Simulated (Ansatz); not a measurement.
SiTe: frozen-core PAW against all-electron methods

```
Te Si
1.0
     4.96559    0.00000    0.00000
    -2.48280    4.30033    0.00000
     0.00000    0.00000    5.95458
Te Si
2 2
Direct
  0.33333 0.66667 0.96034
  0.66667 0.33333 0.46034
  0.33333 0.66667 0.41566
  0.66667 0.33333 0.91566
```

Atom numbers follow the list: Te1, Te2, Si3, Si4.

The cell was built from the wurtzite type and relaxed in the same program, and has space group P6_3mc; it needn't be a known or the stable phase.

No spin–orbit coupling, which matters for the heavy atoms here.

Levels of theory: DFT, PBE, PAW with Ansatz's default frozen-core files, scalar-relativistic (Ansatz 0.2.0); DFT, PBE, all-electron PAW with datasets made for the crystal, scalar-relativistic (Ansatz 0.2.0); DFT, PBE, all-electron LAPW, scalar-relativistic (Ansatz 0.2.0).

For PAW: a Γ-centred 10×10×6 k mesh, Fermi–Dirac smearing of 0.08 eV, cutoff 420 eV, no spin polarisation. The crystal-made all-electron datasets (AE datasets) take a cutoff of 140 eV at this cell. LAPW targets a basis error of 1 meV/atom. The Ansatz runs share mesh, smearing and spin set-up. Plane-wave (PAW) pressures include the program's estimate of the Pulay term.

Stress and pressure are positive in compression.

Spin–orbit coupling is left out, which moves gradients at and beside heavy atoms by some per cent and at worst by a factor of two.

In a metal, gradients converge slowly with the k mesh: the values move by tens of per cent from one mesh to another, at times in sign, so only the comparison on one mesh counts.

Levels count from the Fermi level.

| quantity | PAW | AE datasets | LAPW |
| --- | --- | --- | --- |
| pressure (GPa) | 0.00 | 0.00 | 0.00 |
| highest filled level at A (eV) | -1.946 | -1.947 | -1.947 |
| lowest empty level at A (eV) | 0.724 | 0.724 | 0.724 |
| highest filled level at Γ (eV) | -0.064 | -0.064 | -0.064 |
| field gradient Vzz at Te1 (10²¹ V/m²) | 2.31 | 2.18 | – |
| field gradient Vzz at Si3 (10²¹ V/m²) | -1.29 | -1.30 | – |

PAW's pressure differs from the LAPW value by about 0.01 GPa or less.
